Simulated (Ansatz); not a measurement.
ZrRu:
```yaml
crystal:
  lattice:
    - [0.00000, 2.67811, 2.67811]
    - [2.67811, 0.00000, 2.67811]
    - [2.67811, 2.67811, 0.00000]
  atoms:
    - { symbol: Ru, position: [0.00000, 0.00000, 0.00000] }
    - { symbol: Zr, position: [0.50000, 0.50000, 0.50000] }
```

Relaxed with PBE. Special points in fractions of this cell's reciprocal vectors: Γ (0.000, 0.000, 0.000); X (0.500, 0.000, 0.500); U (0.625, 0.250, 0.625); K (0.375, 0.375, 0.750); L (0.500, 0.500, 0.500); W (0.500, 0.250, 0.750).

List the band energies nearest the Fermi level at these points for the program Ansatz at the PBE with spin–orbit coupling level (PAW).

In eV from the Fermi level; about four levels below and three above (degenerate sets whole), none deeper than 8.9 eV; points with the same levels are listed once.

| k | below | above |
|---|---|---|
| Γ | -2.91 -2.91 -2.91 -2.91 -2.81 -2.81 | 4.29 4.29 4.29 4.29 |
| X | -0.20 -0.20 -0.08 -0.08 | 0.62 0.62 3.58 3.58 |
| U | -1.58 -1.58 -0.47 -0.47 | 1.56 1.56 2.59 2.59 |
| L | -0.48 -0.48 -0.32 -0.32 | 0.52 0.52 0.55 0.55 |
| W | -0.40 -0.40 -0.13 -0.13 | 1.18 1.18 2.42 2.42 |

Space group Fm-3m (rock salt). The start of the workflow was typed in or built on a structure type; neither database checked (COD, Materials Project) lists it. COD files the formula under space group No. 221, so this cell is another polymorph or a model. Whether it is the stable phase at ambient conditions was not checked. The PBE relaxation kept the symmetry of its start; whether a distortion lowers the energy is not shown. No spin polarisation was allowed.

Potentials: the earlier of the program's two PAW sets.
